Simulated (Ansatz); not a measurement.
Values for one crystal, relaxed and computed with the program Ansatz at the LDA level (PAW); other levels are named.

```yaml
volume_per_atom: 16.28 Å³
electronic_character: metallic (no gap)
Bulk modulus (Birch–Murnaghan fit): 1460 kbar
zone_centre_stability: no imaginary mode at Γ
hill_bulk_and_shear_moduli: 145 and 62.8 GPa
Young's modulus: 165 GPa
Elastic constants (relaxed ions, GPa): C11 = 234, C12 = 107, C13 = 96.4, C33 = 239, C44 = 57.7
```

Pick the material that matches.
A. CoTe, NiAs type
B. InAs, zinc blende
C. HfB, rock salt
D. Ge2Sb2Te5, P-3m1 (Pearson symbol hP9)

A, CoTe, NiAs type

Space group P6_3/mmc (NiAs type). The first step of the workflow began from a Materials Project structure, measured or hypothetical; the Crystallography Open Database files this formula in space group No. 194, but the cells were not matched. Whether it is the stable phase at ambient conditions was not checked. The cell was relaxed with LDA under the symmetry of its start. No spin polarisation was allowed. As this level gives no gap, shear constants depend on the k-mesh and smearing (Fermi–Dirac, 0.1 eV here). Spin–orbit coupling is left out wherever it is not named.

Potentials: the later of the program's two PAW sets.
